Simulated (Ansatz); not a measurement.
The start is a relaxed SnO2 cell deformed by the Cartesian strain tensor (xx, yy, zz, yz, xz, xy) = (0.008, 0.057, 0.028, -0.035, -0.101, 0.037). A full variable-cell relaxation at zero pressure is run with PBE (plane waves to 420 eV, PAW, scalar-relativistic; Ansatz, a program for electronic structure). The first steps use a coarse 5×5×7 k-mesh.

Initial structure:
```
CELL_PARAMETERS angstrom
      4.86618     0.18103    -0.48517
      0.18103     5.10273    -0.16896
     -0.32541    -0.11333     3.32857
ATOMIC_POSITIONS crystal
  Sn 0.00000 0.00000 0.00000
  Sn 0.50000 0.50000 0.50000
  O  0.30660 0.30660 0.00000
  O  0.80660 0.19340 0.50000
  O  0.19340 0.80660 0.50000
  O  0.69340 0.69340 0.00000
```

```json
{
  "initial_pressure": "-6.3 GPa (negative: the cell is under tension)",
  "largest_initial_force": "0.63 eV/Å, on O3, O6 (atoms numbered as listed)",
  "energy_released": "0.20 eV/atom",
  "volume_change": "-7.6 %, from 13.61 to 12.58 Å³/atom",
  "relative_to_the_parent": "It returns to the parent structure, P4₂/mnm (No. 136)",
  "band_gap_at_the_end": "0.68 eV, direct at Γ (no spin-orbit coupling)",
  "optimiser_moves": "8"
}
```

It ends as:

```cif
data_O4Sn2
_chemical_formula_sum 'Sn2 O4'
_space_group_name_H-M_alt 'P42/mnm'
_space_group_IT_number 136
_space_group_name_Hall '-P 4n 2n'
_cell_length_a 4.82758
_cell_length_b 4.82758
_cell_length_c 3.23785
_cell_angle_alpha 90.000
_cell_angle_beta 90.000
_cell_angle_gamma 90.000
loop_
_atom_site_label
_atom_site_type_symbol
_atom_site_symmetry_multiplicity
_atom_site_Wyckoff_symbol
_atom_site_fract_x
_atom_site_fract_y
_atom_site_fract_z
_atom_site_occupancy
Sn1 Sn 2 a 0.00000 0.00000 0.00000 1
O1 O 4 f 0.30660 0.30660 0.00000 1
```

Final values are on a 7×7×10 k-mesh of the relaxed cell. No spin polarisation in the result.

The run could not lose the symmetry of its start.
